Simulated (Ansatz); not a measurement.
# ScGa: pressure against volume

A database entry relaxed whole under r2SCAN (Cmcm):

```
CELL_PARAMETERS angstrom
2.02774 -5.08811 0.00000
2.02774 5.08811 0.00000
0.00000 0.00000 3.86702
ATOMIC_POSITIONS crystal
Sc 0.86218 0.13782 0.25000
Sc 0.13782 0.86218 0.75000
Ga 0.58059 0.41941 0.25000
Ga 0.41941 0.58059 0.75000
```

The cell was scaled uniformly, its shape held, and the atoms relaxed at each volume with plane-wave PAW DFT (Ansatz 0.2.0; r2SCAN, 500 eV, 9×9×9 Γ-centred mesh, fermi-dirac occupations of width 0.100 eV; no spin, no spin-orbit coupling). One row is withheld.

| volume (Å³/atom) | energy over the lowest (meV/atom) | pressure (GPa) |
| --- | --- | --- |
| 18.752 | 20.3 | 5.81 |
| 19.151 | 8.6 | 3.67 |
| 19.550 | 2.0 | 1.74 |
| 19.949 | 0.0 | 0.01 |
| 20.348 | ? | ? |
| 20.747 | 7.9 | -2.98 |
| 21.146 | 17.0 | -4.25 |

Problem. Fit the pressures of the other rows to the third-order Birch-Murnaghan form.

Solution. With f = [(V₀/V)^(2/3) − 1]/2 and P = 3B₀f(1 + 2f)^(5/2)[1 + 3(B₀′ − 4)f/2], least squares gives V₀ = 19.95 Å³ an atom, B₀ = 82.5 GPa and B₀′ = 4.2; the rows miss the fit by less than 0.01 GPa. The slope of the energies differs from these pressures by 0.05 GPa, since they are taken to zero smearing while pressures follow the free energy.

Problem. What does the withheld row hold?

Solution. The fit gives -1.56 GPa at 20.348 Å³; the run gave -1.57 GPa and 2.1 meV an atom.

Caveats: the shape of the cell was held, so B₀ is an upper bound where the axes differ in stiffness; 0 K, fixed nuclei; the symmetry was kept, and this need not be the phase that is stable at 0 K; one mesh for all volumes; pressure is positive in compression.
